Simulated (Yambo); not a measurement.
CsH (CsCl type, space group Pm-3m, No. 221), G0W0@LDA in Yambo (4×4×4 mesh, plasmon pole; 10 Ry block, no terminator). The number N of bands in W and G is varied.

```json
[
 {"N": "39", "x = 1/N": "0.02564", "gap R → X (eV)": "4.286", "shift of the valence edge (eV)": "-1.000"},
 {"N": "63", "x = 1/N": "0.01587", "gap R → X (eV)": "4.335", "shift of the valence edge (eV)": "-1.209"},
 {"N": "90", "x = 1/N": "0.01111", "gap R → X (eV)": "4.363", "shift of the valence edge (eV)": "-1.307"},
 {"N": "121", "x = 1/N": "0.00826", "gap R → X (eV)": "?", "shift of the valence edge (eV)": "?"}
]
```

Task: Basis-set arguments suggest E = E∞ + A x. Fix A and E∞ from the two rows above the withheld one, predict the row at 121 bands, and test the form.

Result: Gap: A = (4.363 − (4.335))/(0.01111 − 0.01587) = -5.88, E∞ = 4.428 eV, so 4.380 eV is predicted; the run gave 4.375 eV (miss 5 meV). The first two rows have slope -5.02, within 15 % of that. Shift: A = (-1.307 − (-1.209))/(0.01111 − 0.01587) = 20.6, E∞ = -1.536 eV, so -1.366 eV is predicted; the run gave -1.360 eV (miss 6 meV). The first two rows have slope 21.4, within 15 % of that. The other settings are held fixed.

Geometry of the Materials Project entry, not relaxed at this level; primitive cell a = b = c = 3.818 Å, α = β = γ = 90.00°.

The structure is a Materials Project entry; no match was found in the copy of COD used, and its stability was not checked.

A shift is the quasiparticle energy of the state minus its LDA energy.
